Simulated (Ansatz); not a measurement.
NbP:
```
CELL_PARAMETERS angstrom
      3.07857     0.00000     0.00000
      0.00000     3.07857     0.00000
      0.00000     0.00000     3.07857
ATOMIC_POSITIONS crystal
  Nb 0.00000 0.00000 0.00000
  P  0.50000 0.50000 0.50000
```

Relaxed with PBEsol. Special points in fractions of this cell's reciprocal vectors: Γ (0.000, 0.000, 0.000); X (0.000, 0.500, 0.000); M (0.500, 0.500, 0.000); R (0.500, 0.500, 0.500).

Task: List the band energies nearest the Fermi level at these points for plane-wave PAW PBEsol with spin–orbit coupling (Ansatz code).

Result: In eV from the Fermi level; about four levels below and three above (degenerate sets whole), none deeper than 8.9 eV; points with the same levels are listed once.

```csv
k,below,above
Γ,-3.44 -3.44 -3.44 -3.44,0.02 0.02 0.21 0.21 0.21 0.21
X,-2.48 -2.48 -2.17 -2.17,2.45 2.45 3.74 3.74
M,-0.29 -0.29 -0.23 -0.23,1.75 1.75 2.65 2.65
R,-6.75 -6.75 -6.75 -6.75 -6.75 -6.75,3.32 3.32 3.82 3.82 3.82 3.82
```

Space group Pm-3m (CsCl type). The cell is a constructed one: a structure type filled with these elements; neither database checked (COD, Materials Project) lists it. COD files the formula under space group No. 141, so this cell is another polymorph or a model. Whether it is the stable phase at ambient conditions was not checked. Symmetry was held in the PBEsol relaxation; of distortions, only those at the zone centre were tested. No spin polarisation was allowed.

Potentials: the later of the program's two PAW sets.
